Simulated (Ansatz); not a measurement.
Input:

WO$_{3}$:
Space group P2₁/c (No. 14); a = 3.8585 Å, b = 7.6735 Å, c = 7.4766 Å, α = 90.00°, β = 90.02°, γ = 90.00°

```json
[
 {"atom": "W", "site": "4e", "symmetry": "1", "x": "0.0473", "y": "0.7787", "z": "0.2477"},
 {"atom": "O", "site": "4e", "symmetry": "1", "x": "0.0041", "y": "0.0093", "z": "0.2682"},
 {"atom": "O", "site": "4e", "symmetry": "1", "x": "0.0002", "y": "0.7318", "z": "0.4988"},
 {"atom": "O", "site": "4e", "symmetry": "1", "x": "0.4923", "y": "0.2610", "z": "0.2499"}
]
```

This is the PBEsol-relaxed structure.

### Question
All from PBEsol in the plane-wave PAW code Ansatz, unless another level is named. Predict the band gap.

### Answer
1.40 eV (indirect).

### Question
Predict the electron effective mass.

### Answer
0.22, 0.28, 29 mₑ (principal values).

### Question
Give the HSE06 gap on the PBEsol cell.

### Answer
2.63 eV.

### Question
What about the weight of the conduction-edge state by species (Voronoi cells)?

### Answer
W 64 %, O 36 %.

### Question
What about the weight of the valence-edge state by species (Voronoi cells)?

### Answer
O 99 %.

Space group P2_1/c. The workflow started from a Materials Project entry (that database holds measured and hypothetical structures alike); the Crystallography Open Database files this formula in space group No. 14, but the cells were not matched. Its standing as an ambient phase is unchecked. The PBEsol relaxation kept the symmetry of its start; its stability against distortions is not shown here. The run is not spin-polarised. No Hubbard U is applied. Spin–orbit coupling is left out wherever it is not named.

Potentials: the later of the program's two PAW sets.
